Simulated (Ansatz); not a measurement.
HgS in space group P3_221 (No. 154; Hg on 3a, S on 3b), plane-wave PAW PBE (Ansatz code). The conduction-band minimum lies at Γ, with 1 equivalent valley. Second derivatives d²E/dk² of the lowest band at one valley (eV·Å²), along Cartesian directions:

```csv
direction,d²E/dk²
[100],6.463
[010],6.463
[001],17.86
[110],6.463
[101],12.16
[011],12.16
```

Find the principal effective masses, the density-of-states mass and the conductivity mass.

Off-diagonal terms follow from H_xy = H[110] − (H_xx + H_yy)/2, and m*/mₑ = 7.620 eV·Å² over each eigenvalue: 0.43, 1.2, 1.2. One valley's DOS mass (m₁m₂m₃)^(1/3) = 0.84, conductivity mass 3/(Σ 1/mᵢ) = 0.74 mₑ.

What effective density of states Nc follows at 300 K for parabolic valleys?

Nc = 2.509e19 × 1 × (0.84)^(3/2) ≈ 1.9e19 cm⁻³.

Symmetry was held in the PBE relaxation. The volume lies over 15 % above that of the usual cell of this phase: another minimum, or an error of the functional. A crystal of weakly bound chains computed without a dispersion correction: the cell and the soft elastic constants depend strongly on that. Scalar-relativistic: spin–orbit coupling is off unless named, which matters more the heavier the elements.

Potentials: the later of the program's two PAW sets.

Edges and masses are those of Kohn–Sham bands, whose gap is no quasiparticle gap.
